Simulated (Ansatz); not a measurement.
ZrC (rock salt)

```
CELL_PARAMETERS angstrom
      0.00000     2.35437     2.35437
      2.35437     0.00000     2.35437
      2.35437     2.35437     0.00000
ATOMIC_POSITIONS crystal
  C  0.00000 0.00000 0.00000
  Zr 0.50000 0.50000 0.50000
```

Two coordinates are scanned: the volume, and the ratio of the stretch along z (the conventional c axis) to the stretch across it. Atoms keep their fractional coordinates.

All values below come from PBE (plane waves to 420 eV, PAW, scalar-relativistic; Ansatz, a first-principles code). k mesh 17×17×17 (Γ-centred), Fermi-Dirac smearing 0.05 eV. Energies are smeared free energies. With partly filled bands, the response to shear is sensitive to the k mesh, so small differences along c/a are uncertain. ZrC is run without spin polarisation. ZrC was relaxed with its symmetry unable to fall. ΔE is measured from the relaxed starting cell.

### Question
Estimate the ΔE (eV/atom) for all points of the grid V/V₀ = 0.920, 0.960, 1.000, 1.040, 1.080 by (c/a)/(c/a)₀ = 0.920, 0.960, 1.000, 1.040, 1.080.

### Answer
ΔE (eV/atom), with V/V₀ across and (c/a)/(c/a)₀ down:

```
(c/a)/(c/a)₀ \ V/V₀  0.920  0.960  1.000  1.040  1.080
-------------------  -----  -----  -----  -----  -----
0.920                0.160  0.098  0.073  0.077  0.106
0.960                0.088  0.034  0.017  0.028  0.063
1.000                0.067  0.016  0.000  0.014  0.051
1.040                0.085  0.032  0.014  0.026  0.061
1.080                0.138  0.078  0.054  0.059  0.090
```

(A scan under strain: stresses follow from slopes of the energy per volume, elastic moduli from its curvatures.)
